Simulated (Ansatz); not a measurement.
Harmonic vibrational thermodynamics of CoSi₂ (fluorite or antifluorite type, space group No. 225) at fixed volume, the program Ansatz at the LDA level (PAW). The rows extrapolate the 0 K crystal and know nothing of melting or changes of phase.

```tsv
T (K)	F_vib (meV/atom)	S (J/K per mol of atoms)	C_V (J/K per mol of atoms)
50	54.7	0.6	1.8
100	(withheld)	(withheld)	7.7
200	45.5	12.3	17.2
300	28.7	(withheld)	(withheld)
400	(withheld)	26.3	(withheld)
600	-60.5	35.8	23.8
800	-142.1	42.7	24.3
1000	-236.5	48.2	24.5
```

Task: Some entries are withheld; supply them.

Result: 
- 300, S (J/K per mol of atoms): 20.1
- 300, C_V (J/K per mol of atoms): 21.0
- 400, F_vib (meV/atom): 4.5
- 400, C_V (J/K per mol of atoms): 22.6
- 100, S (J/K per mol of atoms): 3.5
- 100, F_vib (meV/atom): 53.7

Space group Fm-3m (fluorite or antifluorite type). The cell was relaxed with LDA under the symmetry of its start; phonons on a q-mesh show no instability. No spin polarisation was allowed.

Potentials: the later of the program's two PAW sets.
